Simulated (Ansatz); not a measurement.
AlN (wurtzite)

```yaml
crystal:
  lattice:
    - [3.10670, 0.00000, 0.00000]
    - [-1.55335, 2.69048, 0.00000]
    - [0.00000, 0.00000, 4.97846]
  atoms:
    - { symbol: Al, position: [0.33333, 0.66667, 0.99659] }
    - { symbol: Al, position: [0.66667, 0.33333, 0.49659] }
    - { symbol: N, position: [0.33333, 0.66667, 0.37821] }
    - { symbol: N, position: [0.66667, 0.33333, 0.87821] }
```

The slice is a (-1 1 0 2) plane (indices of the conventional cell) through the point (0.667, 0.333, 0.878) (fractional), spanned by u = [110] and v = [1 -1 1] in vectors of this cell: u (3.11 Å) and v (7.33 Å, at 90° to u). It covers one period; positions are fractions (u, v).

Method: r2SCAN (plane waves to 500 eV, PAW, scalar-relativistic; Ansatz, a first-principles code). k mesh 12×12×7. Near the nuclei the fields are pseudised (PAW); where an atom keeps semicore shells as valence, they peak there. AlN was relaxed with its symmetry unable to fall.

Q: Sketch the electrostatic potential energy of an electron, from the cell's mean on this plane as a map.

A: 
```
|xxxx6766676xxx|
|xxx489989984xx|
|xx47999999974x|
|66789999999876|
|77789999999877|
|77788899988877|
|77788888888877|
|88888777778888|
|88887654567888|
|78775200025778|
|x4651000001564|
|xxx100xxx001xx|
|xxx00xxxxx00xx|
|xxx0xxxxxxx0xx|
|xx300xxxxx003x|
|76510xxxxx0156|
|987400xxx00478|
|99863000003689|
|99986533356899|
|99998776778999|
|99998877788999|
|99887655567889|
|88764200024678|
|8763000x000367|
|76400xxxxx0046|
|7630xxxxxxx036|
|7620xxxxxxx026|
|6520xxxxxxx025|
|xx10xxxxxxx01x|
|xxx00xxxxx00xx|
|xxxx0000000xxx|
|xxxx4310134xxx|
```
Scale: ten equal steps from 0.00 (start of '0') to 8.22 (end of '9'), in the order '0123456789'. Values: electrostatic potential energy of an electron, from the cell's mean, in eV. The map has 14 points along u (one character each, u = 0 at the left) and 32 along v (v = 0 in the bottom row). Points within 0.8 Å of a nucleus are blanked (x), as the pseudised field means little there. Values under 0 eV are set to 0. The zero, the cell's mean, hangs on the PAW cores.
